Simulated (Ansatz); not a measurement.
Input file for Ansatz (a quantum-chemistry and plane-wave program):

Ansatz 0.2 input:
```yaml
crystal:
  lattice:
    - [7.7579013213, 0.0, 0.0]
    - [0.0, 3.839955057, 0.0]
    - [0.0, 0.0, 5.8288395802]
  atoms:
    - { symbol: Ge, position: [0.4885934135, 0.25, 0.7752046319] }
    - { symbol: Ge, position: [0.9885934135, 0.25, 0.7247953681] }
    - { symbol: Ge, position: [0.5114065865, 0.75, 0.2247953681] }
    - { symbol: Ge, position: [0.0114065865, 0.75, 0.2752046319] }
    - { symbol: Se, position: [0.820469678, 0.25, 0.1108799499] }
    - { symbol: Se, position: [0.320469678, 0.25, 0.3891200501] }
    - { symbol: Se, position: [0.179530322, 0.75, 0.8891200501] }
    - { symbol: Se, position: [0.679530322, 0.75, 0.6108799499] }
kpoints:
  mp_grid: { grid: [3, 6, 4] }
basis: { xc_grid: 2 }
hamiltonian:
  xc: pbesol
  pseudopotentials: { kind: paw }
scf:
  occupations: { method: fixed }
output:
  optics: { e_range: [0.0, 15.0], de: 0.05, sigma: 0.1, bands: { spectra_wanted_up_to: 12 eV } }
```

Output (shortened):

```
output.optics: the spectra are integrated over the Brillouin zone by k·p interpolation around the k-points, where levels, occupations, output.optics.sigma and …
Pseudopotential: Ge, paw, valence charge 14
Pseudopotential: Se, paw, valence charge 16
Functional definition: PBEsol
Crystal: 8 atoms, lattice volume = 173.641 Å³
Basis set: ecut = 420 eV, 3443 PW (Γ), exchange–correlation on 108×54×80 points (8 copies of the dense FFT grid, shifted against one another)
Bands: 72, of which v1, the nominal top of the filled ones, is band 60 counted from 1 (59 counted from 0)
Symmetry: 8 space group operations
Space group: Pnma (ITA 62), of the structure as read, at distance tolerance 5.6e-5 Å
k-points: 24 of 72
SCF iter   1: F=—  HF=-38712.549679 eV  |F-HF|=—  |Δ(HF+E_count)|=         —  Δρ=2.42e-3  dr2=1.19e-2  ethr=1.77e-3  ⟨swp⟩=4.5  Hψ=5167  notcnv=0  defer=228
preconditioner: auto → Resta (q_TF=auto, 2.565 Å⁻¹)
SCF iter   2: F=—  HF=-38712.543276 eV  |F-HF|=—  |Δ(HF+E_count)|=   6.40e-3  Δρ=1.32e-3  dr2=2.37e-3  ethr=9.95e-6  ⟨swp⟩=2.0  Hψ=2517  notcnv=0  defer=240
SCF iter   3: F=—  HF=-38712.543350 eV  |F-HF|=—  |Δ(HF+E_count)|=   7.36e-5  Δρ=4.30e-4  dr2=2.73e-4  ethr=1.98e-6  ⟨swp⟩=2.0  Hψ=2606  notcnv=0  defer=240
SCF iter   4: F=—  HF=-38712.543363 eV  |F-HF|=—  |Δ(HF+E_count)|=   1.31e-5  Δρ=1.52e-4  dr2=3.71e-5  ethr=2.27e-7  ⟨swp⟩=2.0  Hψ=2558  notcnv=0  defer=130
SCF iter   5: F=—  HF=-38712.543379 eV  |F-HF|=—  |Δ(HF+E_count)|=   1.55e-5  Δρ=3.65e-5  dr2=1.54e-6  ethr=3.10e-8  ⟨swp⟩=2.0  Hψ=2558  notcnv=0  defer=130
SCF iter   6: F=—  HF=-38712.543379 eV  |F-HF|=—  |Δ(HF+E_count)|=   7.18e-8  Δρ=6.59e-6  dr2=4.72e-8  ethr=1.28e-9  ⟨swp⟩=2.0  Hψ=2078  notcnv=0  defer=130
SCF iter   7: F=—  HF=-38712.543379 eV  |F-HF|=—  |Δ(HF+E_count)|=   1.31e-8  Δρ=1.17e-6  dr2=2.13e-9  ethr=3.93e-11  ⟨swp⟩=2.0  Hψ=3005  notcnv=0  defer=130
SCF iter   8: F=—  HF=-38712.543379 eV  |F-HF|=—  |Δ(HF+E_count)|=   1.84e-9  Δρ=3.61e-7  dr2=1.53e-10  ethr=1.77e-12  ⟨swp⟩=2.0  Hψ=3036  notcnv=0  defer=130
SCF iter  10: F=-38712.543379 eV  HF=-38712.543379 eV  |F-HF|=0.00e0  |Δ(HF+E_count)|=  7.28e-12  Δρ=1.69e-8  dr2=6.56e-13  ethr=1.00e-12  ⟨swp⟩=8.5  Hψ=6342  notcnv=0
SCF 1 converged in 10 iterations: F = -38712.543379 eV  dr2 = 6.56e-13
NSCF: frozen V_eff on 24 k-points
Optics k sum: 0 of 24 k-points
Optics k sum: 2 of 24 k-points
Optics k sum: 3 of 24 k-points
Optics k sum: 4 of 24 k-points
Optics k sum: 5 of 24 k-points
Optics k sum: 6 of 24 k-points
Optics k sum: 8 of 24 k-points
Optics k sum: 9 of 24 k-points
Optics k sum: 10 of 24 k-points
Optics k sum: 11 of 24 k-points
Optics k sum: 12 of 24 k-points
Optics k sum: 14 of 24 k-points
Optics k sum: 15 of 24 k-points
Optics k sum: 16 of 24 k-points
Optics k sum: 17 of 24 k-points
Optics k sum: 18 of 24 k-points
Optics k sum: 20 of 24 k-points
Optics k sum: 21 of 24 k-points
Optics k sum: 22 of 24 k-points
Optics k sum: 23 of 24 k-points
Optics k sum: 24 of 24 k-points
Optics k sum: 0 of 24 k-points
Optics k sum: 2 of 24 k-points
Optics k sum: 3 of 24 k-points
Optics k sum: 4 of 24 k-points
Optics k sum: 5 of 24 k-points
Optics k sum: 6 of 24 k-points
Optics k sum: 8 of 24 k-points
Optics k sum: 9 of 24 k-points
Optics k sum: 10 of 24 k-points
Optics k sum: 11 of 24 k-points
Optics k sum: 12 of 24 k-points
Optics k sum: 14 of 24 k-points
Optics k sum: 15 of 24 k-points
Optics k sum: 16 of 24 k-points
Optics k sum: 17 of 24 k-points
Optics k sum: 18 of 24 k-points
Optics k sum: 20 of 24 k-points
Optics k sum: 21 of 24 k-points
Optics k sum: 22 of 24 k-points
Optics k sum: 23 of 24 k-points
Optics k sum: 24 of 24 k-points
NSCF: frozen V_eff on 1 k-points
NSCF: frozen V_eff on 1 k-points
NSCF: frozen V_eff on 1 k-points
NSCF: frozen V_eff on 1 k-points
output.optics: what the bands over the 110 summed would add to eps1, eps2 and the energy-loss function is held between a lower and an upper bound (6 Lanczos …
SCF converged after 10 iterations
Free energy (F): -38712.543379 eV
Harris-Foulkes:  -38712.543379 eV  (|F-HF|=0.00e0)
Internal energy: -38712.543379 eV  (E = F + TS)
E sigma→0 (E₀):  -38712.543379 eV
Fermi energy:    9.472694 eV
--- Per-component energies (eV) ---
  E_band       = -2005.015478
  E_kinetic    = 913.373652
  E_local      = -18176.262731  (includes V_loc(G=0)·N_el)
  E_nonlocal   = -707.033872
  E_hartree    = 8480.720037
  E_xc         = -713.309977
  E_vxc        = -650.676408  (∫ρ·V_xc dr)
  E_paw        = -15368.328327  (= ΣΔE_a)
  E_vpaw       = -345.855071  (= ΣTr[D̂ρ^β])
  E_aug_tail   = -0.001151  (compensation charges beyond the density's cutoff)
  E_ewald      = -13149.406557
  E_core_change = 7.705547  (= ΣΔE_core)
  E_smearing   =  0.000000  (= −TS)
  E_closure    =  0.000000  (closes the sum)
  Σ components = -38712.543379   (vs F -38712.543379, Δ=0.00e0)
  [band-id]    e_kinetic+e_local+e_nonlocal+2·e_hartree+e_vxc+e_vpaw+e_augmentation_tail = -2005.015506   (vs E_band -2005.015478, Δ=-2.81e-5)
--- Band table (eV; the first three rows and the last of 24) ---
  k-point 0: bands = ["-38.3398", "-38.3397", "-38.3396", "-38.3394", "-38.3388", "-38.3386", "-38.3385", "-38.3384", "-38.3341", "-38.3337", "-38.3334", "-38.3330", "-38.3306", "-38.3306", "-38.3306", "-38.3305", "-38.3290", "-38.3288", "-38.3287", …
  k-point 1: bands = ["-38.3398", "-38.3397", "-38.3396", "-38.3394", "-38.3387", "-38.3385", "-38.3385", "-38.3384", "-38.3340", "-38.3336", "-38.3335", "-38.3331", "-38.3307", "-38.3306", "-38.3306", "-38.3305", "-38.3290", "-38.3288", "-38.3287", …
  k-point 2: bands = ["-38.3398", "-38.3398", "-38.3395", "-38.3395", "-38.3386", "-38.3386", "-38.3385", "-38.3385", "-38.3338", "-38.3338", "-38.3333", "-38.3333", "-38.3307", "-38.3307", "-38.3305", "-38.3305", "-38.3289", "-38.3289", "-38.3286", …
  k-point 23: bands = ["-38.3398", "-38.3398", "-38.3398", "-38.3398", "-38.3380", "-38.3380", "-38.3380", "-38.3380", "-38.3337", "-38.3337", "-38.3337", "-38.3337", "-38.3305", "-38.3305", "-38.3305", "-38.3305", "-38.3288", "-38.3288", "-38.3287", …
```

Cost: roughly 6 core-minutes on shared cores.

The cell was relaxed with PBEsol under the symmetry of its start. The volume moved by 33 % from the start of the relaxation. Scalar-relativistic: spin–orbit coupling is off unless named, which matters more the heavier the elements.

Potentials: the later of the program's two PAW sets.

Ansatz is a plane-wave DFT program.
